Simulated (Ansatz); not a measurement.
Level of theory: DFT PBE, scalar-relativistic, plane waves, PAW in Ansatz. All cells share a 420 eV cutoff and Γ-centred k meshes spaced at most about 0.3 Å⁻¹ (about 0.25 or finer for metals, 2π included). Collinear spin in cells that started with moments and kept them past the coarse steps, no spin elsewhere.

All energies are static (0 K, no zero-point motion).

Two forms of GaIr₃ were relaxed alike.

A. (no spin)

```cif
data_structure
_symmetry_space_group_name_H-M 'Cmmm'
_symmetry_Int_Tables_number 65
_cell_length_a 5.5614
_cell_length_b 7.5378
_cell_length_c 2.7675
_cell_angle_alpha 90.000
_cell_angle_beta 90.000
_cell_angle_gamma 90.000
_cell_volume 116.02
loop_
_atom_site_label
_atom_site_type_symbol
_atom_site_symmetry_multiplicity
_atom_site_Wyckoff_symbol
_atom_site_fract_x
_atom_site_fract_y
_atom_site_fract_z
_atom_site_occupancy
Ga1 Ga 2 a 0.00000 0.00000 0.00000 1
Ir1 Ir 2 b 0.50000 0.00000 0.00000 1
Ir2 Ir 4 f 0.25000 0.25000 0.50000 1
```

B. (site moments Ir 0.3 (×2), 0.2 μB)

```cif
data_structure
_symmetry_space_group_name_H-M 'Fm-3m'
_symmetry_Int_Tables_number 225
_cell_length_a 6.1949
_cell_length_b 6.1949
_cell_length_c 6.1949
_cell_angle_alpha 90.000
_cell_angle_beta 90.000
_cell_angle_gamma 90.000
_cell_volume 237.74
loop_
_atom_site_label
_atom_site_type_symbol
_atom_site_symmetry_multiplicity
_atom_site_Wyckoff_symbol
_atom_site_fract_x
_atom_site_fract_y
_atom_site_fract_z
_atom_site_occupancy
Ga1 Ga 4 a 0.00000 0.00000 0.00000 1
Ir1 Ir 8 c 0.25000 0.75000 0.75000 1
Ir2 Ir 4 b 0.50000 0.00000 0.00000 1
```

Problem. Which form is favoured at zero pressure, and by what margin per atom?

Solution. A is lower, by 0.35 eV/atom. A has Ga and Ir ordered on fcc sites, space group Cmmm (No. 65), 14.5 Å³/atom and no gap on its mesh; B has the BiF3 (D0_3) type, space group Fm-3m (No. 225), 14.9 Å³/atom and no gap. Counting all near atoms (those within 1.25 times the shortest distance at each site; a plus sign parts nearer from farther groups), A has Ga 12, Ir 12 and B has Ga 8+6, Ir 8+6. Their magnetic states differ too. Both come from invented guesses.

Spin–orbit coupling, which can matter for Ir, is left out. Another magnetic order may lie lower. Cells relaxed within their symmetry can be saddle points.
